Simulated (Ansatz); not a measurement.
SrGaHO₂:
Space group P4/mmm (No. 123); a = 3.938 Å, b = 3.938 Å, c = 3.601 Å, α = 90.00°, β = 90.00°, γ = 90.00°

| atom | site | symmetry | x | y | z |
|---|---|---|---|---|---|
| Sr | 1d | 4/mmm | 0.5000 | 0.5000 | 0.5000 |
| Ga | 1a | 4/mmm | 0.0000 | 0.0000 | 0.0000 |
| O | 2f | mmm. | 0.0000 | 0.5000 | 0.0000 |
| H | 1b | 4/mmm | 0.0000 | 0.0000 | 0.5000 |

Relaxed with r²SCAN. r²SCAN (plane waves, PAW; program Ansatz) gives a gap of 1.50 eV.

Q: What gap does HSE06 give on the same cell (Ansatz, PAW)?

A: 2.46 eV, 0.96 eV more. The hybrid was solved on a coarser mesh and at special points; the gap given is the minimum over both.

```
k  v1 r²SCAN  c1 r²SCAN  v1 HSE06  c1 HSE06
-  ---------  ---------  --------  --------
Γ      -0.74       5.49         ?         ?
Z      -0.15       1.50      0.00      2.46
M      -0.18       5.85     -0.09      6.82
A       0.00       7.43         ?         ?
R      -0.61       5.53         ?         ?
X      -0.36       4.64         ?         ?
```

Q: Top valence (v1) and lowest conduction level (c1) in eV from each method's valence maximum (which need not be a listed point): supply the withheld HSE06 values.

A: 
- A, v1 HSE06: -0.08
- A, c1 HSE06: 8.42
- X, v1 HSE06: -0.17
- X, c1 HSE06: 5.54
- R, v1 HSE06: -0.56
- R, c1 HSE06: 6.68
- Γ, v1 HSE06: -0.82
- Γ, c1 HSE06: 6.51

Cost on shared cores: the r²SCAN run (SCF on a 7×7×8 mesh, then bands and DOS) about 40 core-seconds (a rough figure), the HSE06 run (SCF on 4×4×5, then a few points) roughly 80 core-seconds; the tasks are unlike.

The start of the workflow was typed in or built on a structure type; neither database checked (COD, Materials Project) lists it. Its standing as an ambient phase is unchecked. Symmetry was held in the r²SCAN relaxation; its stability against distortions is not shown here. Spin–orbit coupling is left out wherever it is not named.

Potentials: the earlier of the program's two PAW sets. The files were generated under PBE; for other functionals the program regenerates the frozen cores, and for LDA and PBEsol the local potential too.
